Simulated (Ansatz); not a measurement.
## What DFT gives for Cs2ScGaF6

```
Sc Cs F Ga
1.0
     3.13857    5.43617    0.00000
    -3.13857    5.43617    0.00000
     0.00000    0.00000    5.10891
Sc Cs F Ga
1 2 6 1
Direct
  0.00000 0.00000 0.50000
  0.33330 0.33330 0.26990
  0.66660 0.66670 0.73010
  0.13880 0.13920 0.76180
  0.72200 0.13880 0.76180
  0.13920 0.72200 0.76180
  0.27800 0.86080 0.23820
  0.86080 0.86120 0.23820
  0.86120 0.27800 0.23820
  0.00000 0.00000 0.00000
```

Level: r2SCAN, no spin polarisation; 500 eV; 6×6×7 Γ-centred mesh; fermi-dirac occupations (width 0.0427 eV); Ansatz 0.2.0, fixed geometry.

Q: Which atom feels the largest force, and which way?

A: The largest is on F5 (and as large on other atoms): 2.28 eV/Å, components (-1.86, -1.07, -0.76). It makes 161° with the line to a nearest neighbour, Ga10 at 1.94 Å, pointing away from it.

Q: Which element gives electrons and which takes them?

A: Bader charges in e: Cs +0.82, Sc +1.84, Ga +1.65, F -0.86. In the mean Sc gives up most and F takes most.

Q: Describe some of the short contacts.

A: F–Ga at 1.94 Å: least valence density 0.59 e/Å³ and ELF 0.18 there. Sc–F at 2.02 Å: least valence density 0.52 e/Å³ and ELF 0.10 there. Cs–F at 3.16 Å: least valence density 0.08 e/Å³ and ELF 0.03 there. Both are smooth PAW fields, read partly inside the augmentation spheres.

Q: Is there a gap?

A: It is a metal on this mesh, though the bands barely overlap, with about 8.3 states/eV a cell as the mean within 0.25 eV of the Fermi level, mostly Sc d (57 %), Ga s (14 %) and F p (12 %).

Origin: a known structure type with other elements, at an estimated volume, so it need not be a known compound. Caveats: many states at the Fermi level without spin polarisation, so a magnetic state may lie lower; atoms or cell far from equilibrium.
